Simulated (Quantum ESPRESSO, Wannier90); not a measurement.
**PtS₂ (CdI2 type), plane waves to Wannier functions**

```
begin unit_cell_cart
ang
    3.5487400037    0.0000000000    0.0000000000
   -1.7743700019    3.0732989946    0.0000000000
    0.0000000000    0.0000000000    5.5970700000
end unit_cell_cart
begin atoms_frac
Pt   0.0000000000  0.0000000000  0.0000000000
S   -0.3333333333  0.3333333333 -0.2203400000
S    0.3333333333 -0.3333333333  0.2203400000
end atoms_frac
```

Cell from Materials Project (mp-762), symmetrised, no further relaxation. COD (Crystallography Open Database) has an entry of this formula and space group (matched by these alone). Method: PBEsol plane waves in Quantum ESPRESSO 7.5 (PseudoDojo norm-conserving files, 68 Ry, no spin polarisation, no spin-orbit coupling), Bloch states on a 12×12×6 mesh through Γ, Wannier90 4.0.1. Density: 12×12×6 mesh, cold smearing 0.01 Ry. The cell is built of weakly bound layers, chains or molecules, whose nearest atoms lie 3.74 Å apart. Database cells relaxed without dispersion often hold them too far apart, which can enlarge gaps and weakens couplings between them; spacing and stacking were not compared with the measured crystal. Spin-orbit coupling is left out although heavy elements are present.

Bands 16-17 form an isolated set from 1.14 to 2.85 eV relative to the valence-band maximum (on the path) and are turned into 2 Wannier functions by minimising the spread from the start: SCDM (isolated).

Question: Where do the functions sit, how wide are they and what are they made of?

Answer: 
```csv
functions,spread (Å²),"nearest atom, distance (Å)","second atom, distance (Å)",weight on atomic waves
2,7.10,Pt 0.00,S 2.39,"S 3p 62 %, Pt 5d 31 %"
```

Ω_I = 14.09 Å², Ω_total = 14.21 Å²; the interpolated bands follow pw.x to 1.2 meV rms on the path. Only this start was tried; a symmetric start can stop on a saddle, and mixtures of these functions could lower the total by at most Ω_total − Ω_I.
